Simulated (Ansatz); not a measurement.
Consider the following.

CsPH$_{2}$O$_{4}$:
Space group P2₁ (No. 4); a = 4.890 Å, b = 6.277 Å, c = 7.849 Å, α = γ = 90.00°, β = 105.13°

| atom | site | symmetry | x | y | z |
|---|---|---|---|---|---|
| Cs | 2a | 1 | 0.2758 | 0.2193 | 0.7331 |
| H | 2a | 1 | 0.0281 | 0.9800 | 0.0195 |
| H | 2a | 1 | 0.6758 | 0.2250 | 0.3483 |
| P | 2a | 1 | 0.2009 | 0.2290 | 0.2356 |
| O | 2a | 1 | 0.2082 | 0.0174 | 0.1280 |
| O | 2a | 1 | 0.1990 | 0.4245 | 0.1184 |
| O | 2a | 1 | 0.0338 | 0.7246 | 0.6710 |
| O | 2a | 1 | 0.4879 | 0.2237 | 0.3857 |

This is the PBEsol-relaxed structure.

**Question.** All from PBEsol (plane waves, PAW; program Ansatz), unless another level is named. Estimate the band gap.

**Answer.** 5.28 eV (indirect).

**Question.** Next, the electron effective mass with spin–orbit coupling?

**Answer.** 0.47 mₑ (isotropic).

**Question.** And the HSE06 gap on the PBEsol cell?

**Answer.** 7.11 eV.

**Question.** And the smallest direct gap on the standard path?

**Answer.** 5.39 eV.

**Question.** And the formation energy from the elements (no fitted shifts)?

**Answer.** -1.89 eV/atom.

**Question.** And the conduction-band minimum?

**Answer.** at Γ.

Space group P2_1. The first step of the workflow began from a Materials Project structure, measured or hypothetical; the Crystallography Open Database files this formula in space group No. 4, but the cells were not matched. Whether it is the stable phase at ambient conditions was not checked. Symmetry was held in the PBEsol relaxation; of distortions, only those at the zone centre were tested. The references are the lowest solids computed at this level, not always the standard phases (solids in place of the gases). Spin–orbit coupling is left out wherever it is not named.

Potentials: the later of the program's two PAW sets.
